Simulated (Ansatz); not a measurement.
**Structure search: one RbGe4 candidate**

Level of theory: DFT PBE, scalar-relativistic, plane waves, PAW (Ansatz 0.2.0). Cutoff 420 eV, Gaussian smearing, Γ-centred meshes. Cell and atoms relax first on a coarse mesh and then on a finer one. In between, the cell is made exact in the group found at 0.06 Å. In metals the finer mesh still leaves noise of several meV/atom or more. The steps can't lower the symmetry of their start. No spin polarisation.

A trial structure of RbGe4 was built thus: 3-, 4-connected net of one element, guests in its cages (Cmmm, No. 65) (guest Rb). The dimensions are guesses.

```
CELL_PARAMETERS angstrom
1.86870 -6.12593 0.00000
1.86870 6.12593 0.00000
0.00000 0.00000 3.88742
ATOMIC_POSITIONS crystal
Rb 0.50000 0.50000 0.00000
Ge 0.09403 0.90597 0.50000
Ge 0.90597 0.09403 0.50000
Ge 0.19500 0.80500 0.00000
Ge 0.80500 0.19500 0.00000
```

The zero of energy is the elements' standard structures at the same level; no fitted shifts are applied.

Problem. What does it relax into?

Solution. The symmetry stays Cmmm (No. 65). The volume per atom grows by 58.4 %, from 17.8 to 28.2 Å³. The shortest distance goes from 2.30 Å (Ge–Ge) to 2.39 Å (Ge–Ge). The energy falls by about 0.85 eV/atom (the start's value is from the coarse mesh). Conventional cell: a = 5.455 Å, b = 12.458 Å, c = 4.150 Å. Rb is surrounded by 14 Ge at 3.58–3.80 Å and 2 Rb at 4.15 Å; Ge on its first site is surrounded by 1 Ge at 2.39 Å, 2 Ge at 2.54 Å and 4 Rb at 3.63 Å; Ge on its second site is surrounded by 2 Ge at 2.54 Å, 2 Ge at 2.88 Å, 1 Rb at 3.58 Å and 2 Rb at 3.80 Å.

```yaml
crystal:
  lattice:
    - [2.72740, -6.22893, 0.00000]
    - [2.72740, 6.22893, 0.00000]
    - [0.00000, 0.00000, 4.14965]
  atoms:
    - { symbol: Rb, position: [0.50000, 0.50000, 0.00000] }
    - { symbol: Ge, position: [0.09589, 0.90411, 0.50000] }
    - { symbol: Ge, position: [0.90411, 0.09589, 0.50000] }
    - { symbol: Ge, position: [0.21283, 0.78717, 0.00000] }
    - { symbol: Ge, position: [0.78717, 0.21283, 0.00000] }
```

Problem. How does it come out in energy, and is it a metal?

Solution. The energy over the elements is +0.08 eV/atom and the gap on the 8×8×10 mesh of the 5-atom cell is 0 eV (a metal).

A positive value: parting into the elements would lower its energy.

The last run used Gaussian smearing of 0.10 eV. A structure relaxed within its symmetry needn't be a true minimum. In all, the 3 runs took 6.9 min on 1 thread of Arm Neoverse V2, with other jobs on the host.
